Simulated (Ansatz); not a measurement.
**Self-consistent states of BaCrF6 (R-3m)**

Level of theory: LDA+U, U = 4.0 eV, J = 0.5 eV (Liechtenstein form) on Cr d, fully localised double counting, scalar-relativistic datasets, 420 eV, PAW set soft_2 (made for PBE), 4×4×4 mesh, Gaussian smearing of 0.05 eV; plane-wave PAW code Ansatz.

```
Ba Cr F
1.0
     3.66400    2.11541    2.37900
    -3.66400    2.11541    2.37900
     0.00000   -4.23082    2.37900
Ba Cr F
1 1 6
Direct
  0.50000 0.50000 0.50000
  0.00000 0.00000 0.00000
  0.26000 0.89700 0.26000
  0.26000 0.26000 0.89700
  0.89700 0.26000 0.26000
  0.74000 0.10300 0.74000
  0.10300 0.74000 0.74000
  0.74000 0.74000 0.10300
```

The structure is that of a cell as deposited in COD, unrelaxed.

Cell and atoms stay fixed, and the cell was started in 11 ways, without spin–orbit coupling. The starts were built for 2 d electrons on Cr, a formal count that the converged states needn't keep. Starting moments of the plain starts: Cr2 2.00 μB (atoms counted from 1).

Task: How many distinct unconstrained states are reached, over what range, and what is the lowest like? The starts that converged:
- site moments held at Cr2 1.69 μB (constrained)
- total moment locked, 2.00 μB per cell (constrained)
- total moment held at first, then free, 1.00 μB per cell
- total moment locked at zero, no site moments, 0.00 μB per cell (constrained)
- ferromagnetic start, free, natural orbitals of the symmetric run filled by rank
- no spin polarisation
- site moments held at Cr2 0.96 μB (constrained)
- ferromagnetic start, free, symmetry kept, no search
- total moment locked, 2.20 μB per cell (constrained)
- ferromagnetic start, free, default search
- total moment locked, 1.80 μB per cell (constrained)

Result: 2 distinct free states (told apart by 2 meV/atom, or by moments or gap), the highest 27.8 meV/atom up. The lowest has 2 d electrons in filled orbitals, 2 of them unpaired, the high-spin filling, a gap of 0.84 eV and a whole-number cell moment of 2 μB, as a collinear insulator must have; it came from: ferromagnetic start, free, natural orbitals of the symmetric run filled by rank; ferromagnetic start, free, default search.

Energies count from the lowest free state found; constrained states (a lock kept on the moments, or spin off) can lie above or below free ones. A natural orbital (eigenvector of a shell's occupation matrix) is counted as filled above 0.75 (0.9 in a metal) and as partly filled from 0.35 up to that; ↑ and ↓ are the spin channels.

| state | reached from | ΔE (meV/atom) | gap (eV) | P (GPa) | cell spin moment (μB) | site spin moments (μB) | shell filling | Hubbard energy (eV/cell) | flags |
| --- | --- | --- | --- | --- | --- | --- | --- | --- | --- |
| 1 | ferromagnetic start, free, natural orbitals of the symmetric run filled by rank; ferromagnetic start, free, default search | 0.0 | 0.84 | -4.6 | 2.00 | Cr 1.61 | Cr 2↑ 0↓, 4.03 e | 2.59 | – |
| 2 | total moment locked, 2.00 μB per cell (constrained) | 0.0 | 0.84 | -4.6 | 2.00 | Cr 1.61 | Cr 2↑ 0↓, 4.03 e | 2.59 | – |
| 3 | site moments held at Cr2 1.69 μB (constrained) | 1.3 | 0.68 | – | 2.00 | Cr 1.70 | Cr 2↑(+2 partly) 0↓, 4.02 e | 2.57 | – |
| 4 | total moment locked, 2.20 μB per cell (constrained) | 24.0 | metal | -4.0 | 2.20 | Cr 1.69 | Cr 2↑(+1 partly) 0↓, 4.04 e (4 more orbitals hold 0.2 to 0.35 each) | 2.57 | – |
| 5 | total moment locked, 1.80 μB per cell (constrained) | 25.5 | metal | -4.7 | 1.80 | Cr 1.44 | Cr 2↑ 0↓, 4.04 e (6 more orbitals hold 0.2 to 0.35 each) | 2.70 | – |
| 6 | ferromagnetic start, free, symmetry kept, no search; total moment held at first, then free, 1.00 μB per cell | 27.8 | metal | -4.4 | 2.00 | Cr 1.74 | Cr 1↑(+2 partly) 0↓, 4.05 e (4 more orbitals hold 0.2 to 0.35 each) | 2.83 | occupations loosely converged |
| 7 | site moments held at Cr2 0.96 μB (constrained) | 124.4 | metal | – | 1.54 | Cr 0.96 | Cr 1↑(+2 partly) 0↓, 4.10 e (6 more orbitals hold 0.2 to 0.35 each) | 3.31 | lock stalled near its target |
| 8 | no spin polarisation | 228.9 | 0.13 | -5.2 | 0.00 | under 0.05 | Cr 1 filled in each spin, 4.16 e | 3.06 | – |
| 9 | total moment locked at zero, no site moments, 0.00 μB per cell (constrained) | 228.9 | 0.13 | -5.2 | 0.00 | under 0.05 | Cr 1↑ 1↓, 4.16 e | 3.06 | – |

Natural occupations of the lowest free state (state 1): Cr2 spin up: 0.30 0.34 0.35 0.97 0.98; Cr2 spin down: 0.14 0.15 0.21 0.29 0.30. Since all bands are wholly filled or empty, the fractional occupations (0.14, 0.15, 0.21, 0.29, 0.30, 0.34, 0.35) come from mixing of the shell with the neighbours' orbitals (covalency), not from partly filled bands.

State 6 lies 27.8 meV/atom higher, or 0.22 eV per cell. It has no gap on the mesh (a metal), yet a whole-number cell moment of 2 μB, as a half-metal would have; natural occupations Cr2 spin up: 0.33 0.33 0.70 0.70 0.98; Cr2 spin down: 0.14 0.16 0.16 0.28 0.28. The Hubbard term of the energy is 2.59 eV per cell in state 1 and 2.83 eV in state 6. Of the difference of 0.22 eV per cell, the Hubbard term gives 0.24 eV and all other terms -0.02 eV, so the Hubbard term alone decides the order: the other terms favour state 6. The other terms are taken on each state's own density, so they aren't the result of a run without U.

The run from atoms that was held to its symmetry (12 operations, no search for lower states) ended 27.8 meV/atom above the lowest state, which was reached only by runs with 4 or fewer. The lowest state breaks the full symmetry: on Cr2, 2 orbitals that the symmetry makes equivalent hold 0.70 electrons each in one spin of the symmetric run, while the lowest state puts 0.97, 0.32 there.

With one Cr ion in the cell, Cr moments can't oppose each other.

In the lowest free state the fixed cell carries a pressure of -4.6 GPa and forces up to 0.75 eV/Å; relaxing would change energies and could change the order of close states.

Other starts might reach a lower state still. For metallic states the mesh is coarse, so energy differences carry some meV/atom. Spin–orbit coupling is left out. U is one value of a scan, not fitted to this compound, so the states needn't resemble the real material's. Stress under a held lock on site moments or directions isn't converged. A gap on the mesh alone may shrink between mesh points. Site moments are integrated in small spheres and here fall short of the shell's N↑ − N↓.
